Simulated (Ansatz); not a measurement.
# LiAl₂H₆BrO₆: 17O NMR of the central transition

Cell: a Materials Project structure (computed, not necessarily an observed phase).

```cif
data_LiAl2H6BrO6
_symmetry_space_group_name_H-M 'P6_3/mcm'
_symmetry_Int_Tables_number 193
_cell_length_a 5.2035
_cell_length_b 5.2035
_cell_length_c 14.5320
_cell_angle_alpha 90.000
_cell_angle_beta 90.000
_cell_angle_gamma 120.000
loop_
_atom_site_label
_atom_site_type_symbol
_atom_site_symmetry_multiplicity
_atom_site_Wyckoff_symbol
_atom_site_fract_x
_atom_site_fract_y
_atom_site_fract_z
Li Li 2 b 0.0000 0.0000 0.5000
Al Al 4 d 0.3333 0.6667 0.5000
H H 12 k 0.0000 0.6855 0.8682
Br Br 2 a 0.0000 0.0000 0.2500
O O 12 k 0.0000 0.6309 0.9330
```

One atom of each set is listed.

Computed with Ansatz: DFT, PBE, plane waves and PAW, scalar-relativistic, 420 eV cutoff, Γ-centred 5×5×2 k-points, Fermi–Dirac smearing 0.02 eV.

17O has I = 5/2 and Q = -25.58 mb (Pyykkö 2018); at 16.4 T its Larmor frequency is ν₀ = 94.7 MHz. Only the quadrupole interaction is simulated: positions count from each site's isotropic chemical shift, and J coupling is left out, as are shift anisotropy and dipolar coupling, which fast spinning averages.

Task: Give C_Q, η, the quadrupolar product P_Q = |C_Q|(1 + η²/3)^½, the second-order isotropic shift and the breadth of the pattern (fast magic-angle spinning) for each O site.

Result: 

| site | first shell | C_Q (MHz) | η | P_Q (MHz) | δ_QIS (ppm) | breadth (kHz) |
| --- | --- | --- | --- | --- | --- | --- |
| O | 1 H at 0.98 Å, 2 Al at 1.92 Å; also 1 Li at 2.15 Å | -7.16 | 0.55 | 7.52 | -37.9 | 8.31 |

δ_QIS = −(ν_Q²/30ν₀²)[I(I+1) − 3/4](1 + η²/3) × 10⁶ ppm with ν_Q = 3|C_Q|/[2I(2I−1)]; it falls as 1/B₀² in ppm, and the breadth as 1/B₀ in kHz.

At O V_zz points along its shortest bond, to H (within 2°).

The largest force is 0.3 eV/Å, so the atoms aren't at the calculated equilibrium and relaxing them would move these values.

The run took 17 s of wall time (17 s of CPU time) and 0.79 GiB at its peak, on 1 thread of Intel Xeon 6975P-C (Granite Rapids) (x86_64; 48 cores open to the job, memory cap 2.5 GiB, no GPU), a shared host with a load of 0.6 a core.
